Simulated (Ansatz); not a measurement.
**Frozen-phonon scan for Pt (fcc, Cu type)**

Starting cell, Pt (fcc, Cu type):

```yaml
crystal:
  lattice:
    - [0.00000, 3.97027, 3.97027]
    - [1.98513, 0.00000, 1.98513]
    - [1.98513, 1.98513, 0.00000]
  atoms:
    - { symbol: Pt, position: [0.00000, 0.00000, 0.00000] }
    - { symbol: Pt, position: [0.50000, 0.00000, 0.00000] }
```

The atoms are displaced by Q × the pattern below (from a DFPT mode at L = (0.5, 0.0, 0.0), largest move 1; Q in Å), at fixed cell. It is one choice among 2 degenerate patterns. (q is in reciprocal vectors of the primitive cell; the cell shown is doubled to hold the pattern.)

```tsv
atom	x	y	z
Pt1	0.285	-0.520	0.805
Pt2	-0.285	0.520	-0.805
```

All values below come from PBE (plane waves to 420 eV, PAW, scalar-relativistic; Ansatz, a first-principles code). k mesh 10×20×20 (Γ-centred), Fermi-Dirac smearing 0.05 eV. E stands for the smeared free energy. Stress and pressure are positive under compression. With partly filled bands, energies and forces of such displacements shift with the k mesh and the smearing. Pt is run without spin polarisation. Pt was relaxed with its symmetry unable to fall. Spin-orbit coupling is left out, though Pt is heavy. ΔE is measured from the undisplaced structure.

```json
[
 {"Q (Å)": "-0.280", "ΔE (meV/cell)": "281", "P (GPa)": "6.1", "−dE/dQ from forces (eV/Å)": "1.375"},
 {"Q (Å)": "-0.233", "ΔE (meV/cell)": "217", "P (GPa)": "4.6", "−dE/dQ from forces (eV/Å)": "1.355"},
 {"Q (Å)": "-0.187", "ΔE (meV/cell)": "155", "P (GPa)": "3.2", "−dE/dQ from forces (eV/Å)": "1.294"},
 {"Q (Å)": "-0.140", "ΔE (meV/cell)": "97", "P (GPa)": "1.9", "−dE/dQ from forces (eV/Å)": "1.173"},
 {"Q (Å)": "-0.093", "ΔE (meV/cell)": "47", "P (GPa)": "0.9", "−dE/dQ from forces (eV/Å)": "0.935"},
 {"Q (Å)": "-0.047", "ΔE (meV/cell)": "12", "P (GPa)": "0.2", "−dE/dQ from forces (eV/Å)": "0.523"},
 {"Q (Å)": "0.000", "ΔE (meV/cell)": "0", "P (GPa)": "0.0", "−dE/dQ from forces (eV/Å)": "0.000"},
 {"Q (Å)": "0.047", "ΔE (meV/cell)": "12", "P (GPa)": "0.2", "−dE/dQ from forces (eV/Å)": "-0.523"},
 {"Q (Å)": "0.093", "ΔE (meV/cell)": "47", "P (GPa)": "0.9", "−dE/dQ from forces (eV/Å)": "-0.935"},
 {"Q (Å)": "0.140", "ΔE (meV/cell)": "97", "P (GPa)": "1.9", "−dE/dQ from forces (eV/Å)": "-1.173"},
 {"Q (Å)": "0.187", "ΔE (meV/cell)": "155", "P (GPa)": "3.2", "−dE/dQ from forces (eV/Å)": "-1.294"},
 {"Q (Å)": "0.233", "ΔE (meV/cell)": "217", "P (GPa)": "4.6", "−dE/dQ from forces (eV/Å)": "-1.355"},
 {"Q (Å)": "0.280", "ΔE (meV/cell)": "281", "P (GPa)": "6.1", "−dE/dQ from forces (eV/Å)": "-1.375"}
]
```

Derived quantities:

- Energy at Q = 0.280 Å = 281 meV/cell
- Space group of the distorted cell = P-1 (No. 2), lowered from Fm-3m
- Symmetry of the curve = even: the same for both signs
- Shape of the curve = a single well with its minimum at or next to zero displacement
- Harmonic wavenumber from the curvature (finite differences) = 90 cm⁻¹
- Wavenumber by perturbation theory (DFPT, on another k mesh) = 90 cm⁻¹

(A displaced cell: forces are minus the slopes of the energy, force constants its curvatures, and phonons follow from these.)
